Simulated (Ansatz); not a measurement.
GaN:
```
CELL_PARAMETERS angstrom
      3.95962     0.00000     0.00000
      0.00000     3.95962     0.00000
      0.00000     0.00000     4.78159
ATOMIC_POSITIONS crystal
  Ga 0.50000 0.00000 0.04750
  Ga 0.00000 0.50000 0.95250
  N  0.00000 0.00000 0.00000
  N  0.50000 0.50000 0.00000
```

Relaxed with PBE. Special points in fractions of this cell's reciprocal vectors: Γ (0.000, 0.000, 0.000); X (0.000, 0.500, 0.000); M (0.500, 0.500, 0.000); Z (0.000, 0.000, 0.500); R (0.000, 0.500, 0.500); A (0.500, 0.500, 0.500).

Problem. List the band energies nearest the Fermi level at these points for PBE (plane waves, PAW; program Ansatz).

Solution. In eV from the Fermi level; about four levels below and three above (degenerate sets whole), none deeper than 8.9 eV; points with the same levels are listed once.

```json
[
 {"k": "Γ", "below": "-1.84 -1.84 -0.56 -0.38", "above": "0.01 4.85 6.52"},
 {"k": "X", "below": "-4.08 -4.08 -2.19 -2.19", "above": "3.11 3.11 5.53 5.53"},
 {"k": "M", "below": "-8.12 -8.12 -1.48 -1.48", "above": "0.12 0.12 2.66 2.66"},
 {"k": "Z", "below": "-1.83 -1.83 -0.67 -0.21", "above": "1.37 3.76 5.31"},
 {"k": "R", "below": "-4.07 -4.07 -2.63 -2.63", "above": "3.31 3.31 5.19 5.19"},
 {"k": "A", "below": "-8.06 -8.06 -1.74 -1.74", "above": "0.12 0.12 1.51 1.51"}
]
```

Space group P4/nmm. The cell is a constructed one: a structure type filled with these elements; neither database checked (COD, Materials Project) lists it. It is not the phase usual at ambient conditions (space group No. 186, 216). Symmetry was held in the PBE relaxation; its stability against distortions is not shown here. A crystal of weakly bound layers computed without a dispersion correction: the cell and the soft elastic constants depend strongly on that. Scalar-relativistic: spin–orbit coupling is off unless named, which matters more the heavier the elements.

Potentials: the later of the program's two PAW sets.
